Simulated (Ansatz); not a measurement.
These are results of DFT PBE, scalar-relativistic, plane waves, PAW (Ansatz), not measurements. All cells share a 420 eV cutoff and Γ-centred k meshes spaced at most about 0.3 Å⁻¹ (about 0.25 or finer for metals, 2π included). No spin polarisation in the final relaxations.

Temperature and zero-point effects are left out. Lower structures may exist.

**Question.** Order these relaxed structures of GaSb₃ by energy, lowest first, with the energy over the lowest of them.
A.

```
Ga Sb
1.0
     3.02174   -3.16845    0.00000
     3.02174    3.16845    0.00000
     0.00000    0.00000    5.64442
Ga Sb
1 3
Direct
  0.50000 0.50000 0.00000
  0.75044 0.24956 0.50000
  0.24956 0.75044 0.50000
  0.00000 0.00000 0.00000
```

B.

```
Ga Sb
1.0
    -3.02169    3.02169    3.02169
     3.02169   -3.02169    3.02169
     3.02169    3.02169   -3.02169
Ga Sb
1 3
Cartesian
  0.0000 0.0000 0.0000
  3.0217 0.0000 0.0000
  0.0000 3.0217 0.0000
  0.0000 0.0000 3.0217
```

C.

```
Ga Sb
1.0
     0.00000    3.71774    3.71774
     3.71774    0.00000    3.71774
     3.71774    3.71774    0.00000
Ga Sb
1 3
Direct
  0.00000 0.00000 0.00000
  0.25000 0.25000 0.25000
  0.75000 0.75000 0.75000
  0.50000 0.50000 0.50000
```

D.

```
Ga Sb
1.0
     5.02079    0.00000    0.00000
    -2.51040    4.34814    0.00000
     0.00000    0.00000    5.65794
Ga Sb
1 3
Cartesian
  2.5104 1.4494 0.0000
  0.0000 2.8988 0.0000
  0.0000 0.0000 2.8290
  2.5104 1.4494 2.8290
```

**Answer.** B (0 meV/atom), A (45 meV/atom), C (130 meV/atom), D (263 meV/atom). Forms: B Im-3m; A Cmmm; C BiF3 (D0_3) type, Fm-3m; D P-6m2. Counting Sb atoms around Ga (those within 1.25 times the shortest such distance or 1.15 times the sum of covalent radii; a plus sign parts nearer from farther groups; the shortest distance is added where it exceeds 1.18 times the sum of covalent radii): B has Ga 6; A has Ga 8; C has Ga 8+6 from 3.2 Å; D has Ga 5. B holds Sb–Sb bonds in all directions (shortest 3.02 Å); A holds Sb–Sb nets (shortest 3.02 Å); D holds Sb–Sb nets (shortest 2.90 Å) (bonds between like non-metal atoms; other contacts aren't counted). Even the lowest lies +0.07 eV/atom against the elements.

Spin–orbit coupling, which can matter for Sb, is left out. The Fm-3m cell at 25.7 Å³/atom was relaxed from a Materials Project cell. Cells relaxed within their symmetry can be saddle points. Some types were kept out of the candidates beforehand, so the set may lack a known form.
